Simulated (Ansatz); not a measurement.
# Ti₂AlN: computed property card

Ti2AlN:
```
CELL_PARAMETERS angstrom
      2.96556     0.00000     0.00000
     -1.48278     2.56825     0.00000
      0.00000     0.00000    13.52140
ATOMIC_POSITIONS crystal
  Ti 0.33333 0.66667 0.08492
  Ti 0.66667 0.33333 0.91508
  Ti 0.66667 0.33333 0.58492
  Ti 0.33333 0.66667 0.41508
  Al 0.33333 0.66667 0.75000
  Al 0.66667 0.33333 0.25000
  N  0.00000 0.00000 0.00000
  N  0.00000 0.00000 0.50000
```

Space group P6_3/mmc (No. 194); conventional cell a = b = 2.966 Å, c = 13.521 Å, α = β = 90.00°, γ = 120.00°.

Method: PBEsol in the plane-wave PAW code Ansatz. Geometry: relaxed at this level of theory. Other levels are named where they apply.

### Cell and energy

- Volume per atom: 12.87 Å³
- Density: 4.41 g/cm³
- Formation energy from the elements (no fitted shifts): -1278 meV/atom

### Electronic structure

- Electronic character = metallic (no gap)
- Density of states at the Fermi level = 0.49 states/eV per atom (mean over ±0.08 eV)

### Mechanics

- Bulk modulus (Birch–Murnaghan fit): 164 GPa
- Pressure derivative B′: 4.3
- Elastic constants (relaxed ions, GPa): C11 = 328, C12 = 74.7, C13 = 93.3, C33 = 306, C44 = 136
- Mechanical stability: stable (all eigenvalues of C positive)
- Hill bulk and shear moduli: 165 and 126 GPa
- Young's modulus: 301 GPa
- Poisson's ratio: 0.20
- Debye temperature from the elastic constants: 749 K

### Phonons

- Highest zone-centre frequency = 617 cm⁻¹
- Zone-centre stability = no imaginary mode at Γ

The first step of the workflow began from a Materials Project structure, measured or hypothetical; the Crystallography Open Database copy checked does not list it. Its standing as an ambient phase is unchecked. Symmetry was held in the PBEsol relaxation. The run is not spin-polarised. As this level gives no gap, shear constants depend on the k-mesh and smearing (Fermi–Dirac, 0.1 eV here). As this level gives no gap, phonon frequencies hold no LO–TO term and depend on the k-mesh and smearing (Fermi–Dirac, 0.1 eV here). The references are the lowest solids computed at this level, not always the standard phases (solids in place of the gases).

Potentials: the earlier of the program's two PAW sets. The files were generated under PBE; for other functionals the program regenerates the frozen cores, and for LDA and PBEsol the local potential too.
